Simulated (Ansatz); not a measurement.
### Question
Name crystals whose computed values (the program Ansatz at the PBEsol level (PAW)) fall in these windows: B₀ by P(V) fit (GPa) 170 to 210; gap (eV) 1.7 to 2.2; ε0 25 to 31.

### Answer


| crystal | B₀ by P(V) fit (GPa) | gap (eV) | ε0 |
|---|---|---|---|
| CeO2, fluorite | 191 | 1.96 | 28.6 |
Others may fit too.

With the 4f shell in the valence, where a lower state may exist: CeO2, fluorite. The cell was relaxed under the symmetry of its start. Named crystals with no word on spin ran without spin polarisation. No Hubbard U is applied. Scalar-relativistic: spin–orbit coupling is off unless named, which matters more the heavier the elements.

Potentials: the earlier of the program's two PAW sets. The files were generated under PBE; for other functionals the program regenerates the frozen cores, and for LDA and PBEsol the local potential too.
